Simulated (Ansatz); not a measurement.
The start is a generated trial cell of Cs in the beta-W structure type. Cell shape, volume and atoms are optimised at zero target pressure with r2SCAN (plane waves to 500 eV, PAW, scalar-relativistic; Ansatz, a program for electronic structure). The first steps use a coarse 4×4×4 k-mesh.

The start:
```
CELL_PARAMETERS angstrom
      9.66738     0.00000     0.00000
      0.00000     9.66738     0.00000
      0.00000     0.00000     9.66738
ATOMIC_POSITIONS crystal
  Cs 0.25000 0.00000 0.50000
  Cs 0.75000 0.00000 0.50000
  Cs 0.00000 0.50000 0.25000
  Cs 0.00000 0.50000 0.75000
  Cs 0.50000 0.25000 0.00000
  Cs 0.50000 0.75000 0.00000
  Cs 0.00000 0.00000 0.00000
  Cs 0.50000 0.50000 0.50000
```

By how much does the energy per atom fall from start to end?

0.01 eV/atom.

How does the volume change?

+9.9 %, from 112.94 to 124.12 Å³/atom.

What band gap does the relaxed structure have at this level?

Zero (metallic).

Give the final cell and atomic positions.


```cif
data_Cs8
_chemical_formula_sum 'Cs8'
_space_group_name_H-M_alt 'Pm-3n'
_space_group_IT_number 223
_space_group_name_Hall '-P 4n 2 3'
_cell_length_a 9.97640
_cell_length_b 9.97640
_cell_length_c 9.97640
_cell_angle_alpha 90.000
_cell_angle_beta 90.000
_cell_angle_gamma 90.000
loop_
_atom_site_label
_atom_site_type_symbol
_atom_site_symmetry_multiplicity
_atom_site_Wyckoff_symbol
_atom_site_fract_x
_atom_site_fract_y
_atom_site_fract_z
_atom_site_occupancy
Cs1 Cs 6 c 0.00000 0.50000 0.25000 1
Cs2 Cs 2 a 0.00000 0.00000 0.00000 1
```

The space group stays Pm-3n (No. 223) (the run could not lower it), with 8 atoms in the primitive cell. Final values are on a 5×5×5 k-mesh of the relaxed cell. No spin polarisation in the result.

The run could not lose the symmetry of its start: the end is stationary, and may be a saddle point rather than a minimum.

All atoms sit on sites fixed by symmetry, so only the cell could relax.

The relaxed structure here is a generated cell of Cs: the first start was made by placing the elements on the sites of a structure type, and the end was not matched to a known phase here, so it may be hypothetical. Known forms of Cs include space group No. 229.
